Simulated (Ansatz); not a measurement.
An elastic tensor (GPa, Voigt order, standard axes) from LDA in the plane-wave PAW code Ansatz:

```
  374   98.4    142   50.2    0.0    0.0
 98.4    374    142  -50.2    0.0    0.0
  142    142    388    0.0    0.0    0.0
 50.2  -50.2    0.0    107    0.0    0.0
  0.0    0.0    0.0    0.0    107   50.2
  0.0    0.0    0.0    0.0   50.2    138
```

Question: Which compound is it?
(A) TiS2, CdI2 type
(B) TiBr2, CdI2 type
(C) HgO, P3_121 (Hg on 3b, O on 3a)
(D) Ti2O, anti-CdI2 type

Answer: D, Ti2O, anti-CdI2 type

Space group P-3m1 (anti-CdI2 type). The first step of the workflow began from a Materials Project structure, measured or hypothetical; the Crystallography Open Database files this formula in space group No. 164, but the cells were not matched. Whether it is the stable phase at ambient conditions was not checked. Symmetry was held in the LDA relaxation; whether a distortion lowers the energy is not shown. The run is not spin-polarised. As this level gives no gap, shear constants depend on the k-mesh and smearing (Fermi–Dirac, 0.1 eV here).

Potentials: the later of the program's two PAW sets.
